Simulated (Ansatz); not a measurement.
The relaxed structure here is a generated cell of YGe2: the first start was made by placing the elements on the sites of a structure type, and the end was not matched to a known phase here, so it may be hypothetical.

The start is a generated cell, YGe2 built in the C54 structure type. The cell and all atomic positions are relaxed at zero pressure with r2SCAN (plane waves to 500 eV, PAW, scalar-relativistic; Ansatz, a quantum-chemistry and plane-wave program). The first steps use a coarse 6×6×6 k-mesh.

Initial structure:
```yaml
crystal:
  lattice:
    - [0.00000, 4.69436, 4.85528]
    - [2.72561, 0.00000, 4.85528]
    - [2.72561, 4.69436, 0.00000]
  atoms:
    - { symbol: Ge, position: [0.66350, 0.33650, 0.66350] }
    - { symbol: Ge, position: [0.33650, 0.66350, 0.33650] }
    - { symbol: Ge, position: [0.58650, 0.91350, 0.58650] }
    - { symbol: Ge, position: [0.91350, 0.58650, 0.91350] }
    - { symbol: Y, position: [0.00000, 0.00000, 0.00000] }
    - { symbol: Y, position: [0.25000, 0.25000, 0.25000] }
```

Largest initial force: about 0.4 eV/Å, on Ge1, Ge2, Ge3, Ge4 (atoms numbered as listed)
Energy released: 0.06 eV/atom
Volume change: +3.9 %, from 20.71 to 21.51 Å³/atom
Shortest distances (start → end): The closest pairs of elements (up to four, under 3.6 Å), start → end: Ge–Ge 2.88 → 2.60 Å; Ge–Y 2.90 → 3.01 Å
Band gap at the end: zero (metallic)
Optimiser moves: 10

Final values are on a 11×11×11 k-mesh of the relaxed cell. No spin polarisation in the result.

The run could not lose the symmetry of its start; a randomly shaken copy of 12 atoms returns to this structure.
